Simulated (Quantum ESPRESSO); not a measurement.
# Computed records: Al₂ZnGeN₄ (made-up cell)

All values are calculated (Quantum ESPRESSO 7.5). Calculation on a made-up crystal cell, not a measurement: periodic Kohn-Sham density functional theory in plane waves with PseudoDojo standard norm-conserving scalar-relativistic pseudopotentials, each functional with its own files (v0.5 for PBE, v0.4.1 for LDA and PBEsol), no spin polarisation, no spin-orbit coupling, atoms not relaxed, stress positive in tension, energies less a fixed whole-eV offset for each atom's element; levels are Kohn-Sham levels at fractions of this cell's reciprocal vectors, counted from the reference band (half the neutral cell's valence electrons, rounded up) at Gamma; error bars cover cutoff and k-mesh only, not smearing or the files; added strain carries the atoms with the cell, and shear is the tensor component; each bar is the largest change over components, and at least 0.002 eV, 0.002 eV per angstrom or 0.02 GPa; energies are for the whole cell, and the offsets were chosen from early runs and are not element reference energies.

Common to all runs: lattice type wurtzite; functional pbe; cutoff 1143 eV; fermi dirac smearing 0.025 eV; scf tolerance 1e-07 eV; electrons removed 0; k mesh 6 x 4 x 4, shifted by half a step.

(1) 
```cif
# cell vector a (Å): 3.1994 -0.0047 -0.0336
# cell vector b (Å): -0.0081 5.3443 -0.0387
# cell vector c (Å): -0.0549 -0.0365 5.1128
data_Al2ZnGeN4
_symmetry_space_group_name_H-M 'P 1'
_symmetry_Int_Tables_number 1
_cell_length_a 3.1996
_cell_length_b 5.3444
_cell_length_c 5.1132
_cell_angle_alpha 90.823
_cell_angle_beta 91.216
_cell_angle_gamma 90.167
_cell_volume 87.41
loop_
_atom_site_label
_atom_site_type_symbol
_atom_site_fract_x
_atom_site_fract_y
_atom_site_fract_z
_atom_site_occupancy
Ge1 Ge 0.99315 0.00574 0.01181 1
Zn1 Zn 0.47653 0.50162 0.00800 1
Al1 Al 0.50212 0.16802 0.50657 1
Al2 Al 0.03123 0.67117 0.47894 1
N1 N 0.99301 0.00370 0.37005 1
N2 N 0.47638 0.50130 0.37455 1
N3 N 0.51683 0.17153 0.88093 1
N4 N 0.99023 0.66863 0.88215 1
_calc_free_energy_less_offsets -1.845  # eV
_calc_smearing_term_minus_ts 0  # eV
_calc_scf_iterations 13
_calc_pressure 7  # GPa
_calc_stress_xx -2.087  # GPa
_calc_stress_yy -9.773  # GPa
_calc_stress_zz -9.14  # GPa
_calc_stress_yz -0.7865  # GPa
_calc_stress_xz -1.244  # GPa
_calc_stress_xy 5.3  # GPa
_calc_error_bar_energy 0.002  # eV
_calc_error_bar_stress 0.02802  # GPa
_calc_error_bar_force 0.002812  # eV/angstrom
_calc_error_bars_from 'tighter rerun of a related cell'
```

Atoms:
```csv
atoms element,atom site,atom energy offset (eV)
Ge,1,-2430
Zn,2,-5687
Al,3,-64
Al,4,-64
N,5,-283
N,6,-283
N,7,-283
N,8,-283
```

Forces:
```csv
site,x (eV/Å),y (eV/Å),z (eV/Å)
1,0.6679,-1.866,-2.205
2,0.6309,1.411,-0.7042
3,-0.133,1.279,-0.4529
4,-2.49,-1.127,2.053
5,0.2898,0.7909,1.338
6,2.187,-0.8032,2.57
7,-0.7685,-2.335,-0.8216
8,-0.3836,2.651,-1.778
```

(2) 
```cif
# cell vector a (Å): 3.1994 -0.0047 -0.0336
# cell vector b (Å): -0.0081 5.3443 -0.0387
# cell vector c (Å): -0.0549 -0.0365 5.1128
data_Al2ZnGeN4
_symmetry_space_group_name_H-M 'P 1'
_symmetry_Int_Tables_number 1
_cell_length_a 3.1996
_cell_length_b 5.3444
_cell_length_c 5.1132
_cell_angle_alpha 90.823
_cell_angle_beta 91.216
_cell_angle_gamma 90.167
_cell_volume 87.41
loop_
_atom_site_label
_atom_site_type_symbol
_atom_site_fract_x
_atom_site_fract_y
_atom_site_fract_z
_atom_site_occupancy
Ge1 Ge 0.99315 0.00574 0.01181 1
Zn1 Zn 0.47653 0.50162 0.00800 1
Al1 Al 0.50212 0.16802 0.50657 1
Al2 Al 0.03123 0.67117 0.47894 1
N1 N 0.99302 0.00754 0.37008 1
N2 N 0.47638 0.50130 0.37455 1
N3 N 0.51683 0.17153 0.88093 1
N4 N 0.99023 0.66863 0.88215 1
_calc_free_energy_less_offsets -1.857  # eV
_calc_smearing_term_minus_ts 0  # eV
_calc_scf_iterations 13
_calc_pressure 6.923  # GPa
_calc_stress_xx -2.347  # GPa
_calc_stress_yy -9.342  # GPa
_calc_stress_zz -9.079  # GPa
_calc_stress_yz -0.9802  # GPa
_calc_stress_xz -1.233  # GPa
_calc_stress_xy 5.257  # GPa
_calc_error_bar_energy 0.002  # eV
_calc_error_bar_stress 0.02802  # GPa
_calc_error_bar_force 0.002812  # eV/angstrom
_calc_error_bars_from 'tighter rerun of this cell'
```

Atoms:
```csv
atoms element,atom site,atom energy offset (eV)
Ge,1,-2430
Zn,2,-5687
Al,3,-64
Al,4,-64
N,5,-283
N,6,-283
N,7,-283
N,8,-283
```

Forces:
```csv
site,x (eV/Å),y (eV/Å),z (eV/Å)
1,0.6672,-1.815,-2.205
2,0.6322,1.396,-0.7011
3,-0.1412,1.37,-0.4182
4,-2.506,-0.9437,1.995
5,0.313,0.382,1.356
6,2.192,-0.7065,2.569
7,-0.7726,-2.342,-0.8353
8,-0.384,2.66,-1.761
```

(3) 
```cif
# cell vector a (Å): 3.1994 -0.0047 -0.0336
# cell vector b (Å): -0.0081 5.3443 -0.0387
# cell vector c (Å): -0.0549 -0.0365 5.1128
data_Al2ZnGeN4
_symmetry_space_group_name_H-M 'P 1'
_symmetry_Int_Tables_number 1
_cell_length_a 3.1996
_cell_length_b 5.3444
_cell_length_c 5.1132
_cell_angle_alpha 90.823
_cell_angle_beta 91.216
_cell_angle_gamma 90.167
_cell_volume 87.41
loop_
_atom_site_label
_atom_site_type_symbol
_atom_site_fract_x
_atom_site_fract_y
_atom_site_fract_z
_atom_site_occupancy
Ge1 Ge 0.99315 0.00574 0.01181 1
Zn1 Zn 0.47653 0.50162 0.00800 1
Al1 Al 0.50212 0.16802 0.50657 1
Al2 Al 0.03123 0.67117 0.47894 1
N1 N 0.99304 0.01272 0.37012 1
N2 N 0.47638 0.50130 0.37455 1
N3 N 0.51683 0.17153 0.88093 1
N4 N 0.99023 0.66863 0.88215 1
_calc_free_energy_less_offsets -1.86  # eV
_calc_smearing_term_minus_ts 0  # eV
_calc_scf_iterations 13
_calc_pressure 6.86  # GPa
_calc_stress_xx -2.734  # GPa
_calc_stress_yy -8.846  # GPa
_calc_stress_zz -8.999  # GPa
_calc_stress_yz -1.207  # GPa
_calc_stress_xz -1.222  # GPa
_calc_stress_xy 5.206  # GPa
_calc_error_bar_energy 0.002  # eV
_calc_error_bar_stress 0.02802  # GPa
_calc_error_bar_force 0.002812  # eV/angstrom
_calc_error_bars_from 'tighter rerun of a related cell'
```

Atoms:
```csv
atoms element,atom site,atom energy offset (eV)
Ge,1,-2430
Zn,2,-5687
Al,3,-64
Al,4,-64
N,5,-283
N,6,-283
N,7,-283
N,8,-283
```

Forces:
```csv
site,x (eV/Å),y (eV/Å),z (eV/Å)
1,0.6664,-1.747,-2.198
2,0.634,1.377,-0.6968
3,-0.1526,1.492,-0.3668
4,-2.525,-0.7313,1.93
5,0.3418,-0.1333,1.355
6,2.199,-0.5756,2.567
7,-0.7781,-2.352,-0.8531
8,-0.3845,2.67,-1.738
```

(4) 
```cif
# cell vector a (Å): 3.1994 -0.0047 -0.0336
# cell vector b (Å): -0.0081 5.3443 -0.0387
# cell vector c (Å): -0.0549 -0.0365 5.1128
data_Al2ZnGeN4
_symmetry_space_group_name_H-M 'P 1'
_symmetry_Int_Tables_number 1
_cell_length_a 3.1996
_cell_length_b 5.3444
_cell_length_c 5.1132
_cell_angle_alpha 90.823
_cell_angle_beta 91.216
_cell_angle_gamma 90.167
_cell_volume 87.41
loop_
_atom_site_label
_atom_site_type_symbol
_atom_site_fract_x
_atom_site_fract_y
_atom_site_fract_z
_atom_site_occupancy
Ge1 Ge 0.99315 0.00574 0.01181 1
Zn1 Zn 0.47653 0.50162 0.00800 1
Al1 Al 0.50212 0.16802 0.50657 1
Al2 Al 0.03123 0.67117 0.47894 1
N1 N 0.99307 0.02674 0.37023 1
N2 N 0.47638 0.50130 0.37455 1
N3 N 0.51683 0.17153 0.88093 1
N4 N 0.99023 0.66863 0.88215 1
_calc_stress_xy ?
_calc_stress_yy ?
_calc_stress_yz ?
```

Atoms:
```csv
atoms element,atom site,atom energy offset (eV)
Ge,1,-2430
Zn,2,-5687
Al,3,-64
Al,4,-64
N,5,-283
N,6,-283
N,7,-283
N,8,-283
```

Question: What stress xy does the calculation give for Al₂ZnGeN₄ (made-up cell) (entry 4)?
Answer: 5.106 GPa

Question: Estimate the stress yy of Al₂ZnGeN₄ (made-up cell) (entry 4).
Answer: -7.925 GPa

Question: Give the missing stress yz for Al₂ZnGeN₄ (made-up cell) (entry 4).
Answer: -1.647 GPa

Further results for Al₂ZnGeN₄ (made-up cell) (entry 4):

| Item | Value |
| --- | --- |
| free energy less offsets | -1.804 eV |
| smearing term minus ts | 0 eV |
| scf iterations | 13 |
| pressure | 6.898 GPa |
| stress xx | -3.984 GPa |
| stress zz | -8.785 GPa |
| stress xz | -1.199 GPa |
| error bar energy | 0.002 eV |
| error bar stress | 0.02802 GPa |
| error bar force | 0.002812 eV/Å |
| error bars from | tighter rerun of a related cell |

Forces:
```csv
site,x (eV/Å),y (eV/Å),z (eV/Å)
1,0.6641,-1.563,-2.146
2,0.6386,1.326,-0.6849
3,-0.1855,1.813,-0.2026
4,-2.563,-0.3289,1.814
5,0.4078,-1.341,1.234
6,2.217,-0.2202,2.56
7,-0.7927,-2.379,-0.8969
8,-0.3861,2.694,-1.678
```
